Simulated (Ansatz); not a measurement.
# ¹⁴N nuclear quadrupole resonance in BN

Cell: a structure deposited in the COD whose atoms were relaxed with PBE, the cell held.

```
B N
1.0
     2.54000    0.00000    0.00000
    -1.27000    2.19970    0.00000
     0.00000    0.00000    6.59800
B N
2 2
Cartesian
  0.0000 1.4665 1.6495
  1.2700 0.7332 4.9485
  0.0000 1.4665 4.9485
  1.2700 0.7332 1.6495
```

Atom numbers follow the list; atoms alike are taken as one site, whose name carries the number of the first.

All values are calculated (Ansatz; DFT, r2SCAN, plane waves and PAW, scalar-relativistic, 500 eV cutoff, Γ-centred 13×13×5 k-points, Fermi–Dirac smearing 0.02 eV), not measured.

¹⁴N: I = 1, Q = 20.44 mb (year-2017 value). Static lattice, zero field.

(1) The simulated lines lie at 0.318 MHz. What are |C_Q|, η and |V_zz| at N?

## Answers

(1) For I = 1 the lines are ν± = (3/4)|C_Q|(1 ± η/3) and ν₀ = |C_Q|η/2. Here |C_Q| = 0.423 MHz, η = 0.00 and |V_zz| = 0.86 × 10²¹ V/m². The calculation gives V_zz negative; the lines don't show the sign. The site has 3 B at 1.47 Å.

An axis of threefold or higher order runs through N, so V_zz lies along it and η is zero.

At this cell the r2SCAN pressure is -10 GPa (principal stresses up to 16 GPa in size), so it isn't the equilibrium cell of r2SCAN. The entry's cell may itself be off.

Hardware: 1 thread of Intel Xeon Platinum 8488C (Sapphire Rapids) (x86_64; 16 cores open to the job, memory cap 3.0 GiB, no GPU), a shared host with a load of 0.2 a core. Wall time 4 s, CPU time 4 s, peak memory 0.47 GiB.
